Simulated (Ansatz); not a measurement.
Rb3ScCl6:
```
CELL_PARAMETERS angstrom
      0.00000     5.57137     5.57137
      5.57137     0.00000     5.57137
      5.57137     5.57137     0.00000
ATOMIC_POSITIONS crystal
  Rb 0.75000 0.75000 0.75000
  Rb 0.25000 0.25000 0.25000
  Rb 0.50000 0.50000 0.50000
  Sc 0.00000 0.00000 0.00000
  Cl 0.77720 0.22280 0.22280
  Cl 0.22280 0.77720 0.77720
  Cl 0.22280 0.77720 0.22280
  Cl 0.77720 0.22280 0.77720
  Cl 0.22280 0.22280 0.77720
  Cl 0.77720 0.77720 0.22280
```

Relaxed with HSE06. Special points in fractions of this cell's reciprocal vectors: Γ (0.000, 0.000, 0.000); X (0.500, 0.000, 0.500); U (0.625, 0.250, 0.625); K (0.375, 0.375, 0.750); L (0.500, 0.500, 0.500); W (0.500, 0.250, 0.750).

Q: List the band energies nearest the valence-band maximum at these points for plane-wave PAW HSE06 (Ansatz code).

A: In eV from the valence-band maximum; about four levels below and three above (degenerate sets whole), none deeper than 8.9 eV; points with the same levels are listed once.

```csv
k,below,above
Γ,-0.30 -0.30 -0.30 0.00 0.00 0.00,5.74 5.74 5.74
X,-0.38 -0.38 -0.35 -0.35 -0.01,5.73 6.04 6.04
U,-0.41 -0.30 -0.26 -0.07,5.81 5.98 6.01
L,-0.41 -0.41 -0.17 -0.17 -0.12,5.83 5.93 5.93
W,-0.50 -0.50 -0.35 -0.15 -0.15,5.89 5.89 6.04
```

Space group Fm-3m. The first step of the workflow began from a Materials Project structure, measured or hypothetical; the Crystallography Open Database files this formula in space group No. 225, but the cells were not matched. Its standing as an ambient phase is unchecked. The cell was relaxed with HSE06 under the symmetry of its start; whether a distortion lowers the energy is not shown. The run is not spin-polarised. The hybrid was solved on a coarse mesh, the path and, where they were found, the r²SCAN edge points; its band edges are the extreme levels among these. Spin–orbit coupling is left out wherever it is not named.

Potentials: the later of the program's two PAW sets.
